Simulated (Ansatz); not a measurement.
**Relaxation path: WC (WC type)**

DFT, PBE, PAW with Ansatz's default frozen-core files, scalar-relativistic (Ansatz 0.2.0); a Γ-centred 17×17×15 k mesh, Fermi–Dirac smearing of 0.1 eV, no spin polarisation. The run relaxes shape and atoms at held volume.

Command: `ansatz run input.yaml --threads 1 --pin off --max-ram 2048MiB --backend cpu --events-out ev --progress --plain --runs-dir out` It took 28 s on 1 thread of Arm Neoverse V2, with other jobs on the host, peak memory 0.37 GiB.

```yaml
crystal:
  lattice:
    - [2.7128785086, 0.0, 0.0]
    - [-1.3564392543, 2.3494217058, 0.0]
    - [0.0, 0.0, 2.6422630518]
  atoms:
    - { symbol: W, position: [0.0, 0.0, 0.0] }
    - { symbol: C, position: [0.3333333333, 0.6666666667, 0.5] }
kpoints:
  mp_grid: { grid: [17, 17, 15] }
scf:
  occupations: { method: fermi_dirac, width: 0.1 }
hamiltonian:
  xc: pbe
  pseudopotentials: { kind: paw }
output:
  forces: true
  stress: true
  write_density: true
  write_potential: true
  elf: true
  volumetric_format: npy
relax:
  f_tol: 0.005
  max_steps: 30
  cell: { stress_tol: 0.11, fix: [volume] }
```

Each step lists its free energy a cell above the last geometry, the pressure, the cell vectors (Å), and Cartesian positions (Å) with forces (eV/Å).

The first step:

```
step 1  dF = 12.49 meV  P = 137.1 GPa
  cell 2.7129 0.0000 0.0000  -1.3564 2.3494 0.0000  0.0000 0.0000 2.6423
  W 0.0000 0.0000 0.0000   0.0000 0.0000 0.0000
  C 0.0000 1.5663 1.3211   0.0000 0.0000 0.0000
```

Spin–orbit coupling is left out, which matters for the heavy atoms.

Task: Where does the relaxation end, and by which steps?

Result: After 4 geometries, with conventional a, b, c = 2.697, 2.697, 2.673 Å, at 8.420 Å³/atom and 136.0 GPa in space group P-6m2, with a shortest distance of 2.052 Å. The further steps:
```
step 2  dF = 15.43 meV  P = 135.1 GPa  (not accepted)
  cell 2.6795 0.0000 0.0000  -1.3397 2.3205 0.0000  0.0000 0.0000 2.7086
  W 0.0000 0.0000 0.0000   0.0000 0.0000 0.0000
  C 0.0000 1.5470 1.3543   0.0000 0.0000 0.0000
step 3  dF = 0.00 meV  P = 136.0 GPa
  cell 2.6967 0.0000 0.0000  -1.3484 2.3354 0.0000  0.0000 0.0000 2.6740
  W 0.0000 0.0000 0.0000   0.0000 0.0000 0.0000
  C 0.0000 1.5570 1.3370   0.0000 0.0000 0.0000
step 4  dF = 0.00 meV  P = 136.0 GPa
  cell 2.6970 0.0000 0.0000  -1.3485 2.3357 0.0000  0.0000 0.0000 2.6734
  W 0.0000 0.0000 0.0000   0.0000 0.0000 0.0000
  C 0.0000 1.5571 1.3367   0.0000 0.0000 0.0000
step 5  dF = -0.07 meV  P = 136.0 GPa  (same geometry on a basis chosen anew; earlier energies don't compare to the last digit)
  cell 2.6970 0.0000 0.0000  -1.3485 2.3357 0.0000  0.0000 0.0000 2.6734
  W 0.0000 0.0000 0.0000   0.0000 0.0000 0.0000
  C 0.0000 1.5571 1.3367   0.0000 0.0000 0.0000
```
